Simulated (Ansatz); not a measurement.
Relaxed-ion elastic tensor of Li (bcc (W type), Im-3m) in GPa (Voigt order), PBEsol in the plane-wave PAW code Ansatz; density 0.57 g/cm³, 20.24 Å³ per atom.

```
14.7  13.2  13.2   0.0   0.0   0.0
13.2  14.7  13.2   0.0   0.0   0.0
13.2  13.2  14.7   0.0   0.0   0.0
 0.0   0.0   0.0  11.1   0.0   0.0
 0.0   0.0   0.0   0.0  11.1   0.0
 0.0   0.0   0.0   0.0   0.0  11.1
```

### Question
Is the crystal mechanically stable?

### Answer
Yes: the smallest eigenvalue of C is 1.6 GPa.

### Question
Work out the Voigt and Reuss bounds. Is their mean of use?

### Answer
K_V = 13.7, K_R = 13.7; G_V = 7.0, G_R = 1.8 GPa. The bounds lie so far apart that a Hill average or a Debye temperature from it would say little.

Symmetry was held in the PBEsol relaxation. As this level gives no gap, shear constants depend on the k-mesh and smearing (Fermi–Dirac, 0.1 eV here).

Potentials: the earlier of the program's two PAW sets. The files were generated under PBE; for other functionals the program regenerates the frozen cores, and for LDA and PBEsol the local potential too.
